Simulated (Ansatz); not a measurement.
Hf2Ga:
```cif
data_Ga4Hf8
_chemical_formula_sum 'Ga4 Hf8'
_space_group_name_H-M_alt 'I4/mcm'
_space_group_IT_number 140
_space_group_name_Hall '-I 4 2c'
_cell_length_a 6.67175
_cell_length_b 6.67175
_cell_length_c 5.27795
_cell_angle_alpha 90.000
_cell_angle_beta 90.000
_cell_angle_gamma 90.000
loop_
_atom_site_label
_atom_site_type_symbol
_atom_site_symmetry_multiplicity
_atom_site_Wyckoff_symbol
_atom_site_fract_x
_atom_site_fract_y
_atom_site_fract_z
_atom_site_occupancy
Ga1 Ga 4 a 0.00000 0.00000 0.25000 1
Hf1 Hf 8 h 0.34568 0.15432 0.00000 1
```
(The calculation used a cell of 6 atoms; values per cell refer to that cell.)

Relaxed at zero pressure with the program Ansatz at the r²SCAN level (PAW).

### Question
The volume is lowered by 6 % and shape and atoms relax at that volume. What pressure results, and how do the axes share the change?

### Answer
8.7 GPa; a -2.2 %, b -2.2 %, c -1.7 %; the energy rises by 30 meV/atom.

### Question
Give the new structure.

### Answer

Space group I4/mcm (No. 140); a = b = 6.524 Å, c = 5.189 Å, α = β = γ = 90.00°

| atom | site | symmetry | x | y | z |
|---|---|---|---|---|---|
| Ga | 4a | 422 | 0.0000 | 0.0000 | 0.2500 |
| Hf | 8h | m.2m | 0.3461 | 0.1539 | 0.0000 |

The phase is kept; no other phase was compared at this pressure.

The workflow started from an entry of the Crystallography Open Database (COD). Whether it is the stable phase at ambient conditions was not checked. The r²SCAN relaxation kept the symmetry of its start; whether a distortion lowers the energy is not shown. No spin polarisation was allowed. Axis ratios of metals converge slowly with the k-mesh, so a and c are less sure than the volume. Scalar-relativistic: spin–orbit coupling is off unless named, which matters more the heavier the elements.

Potentials: the later of the program's two PAW sets.
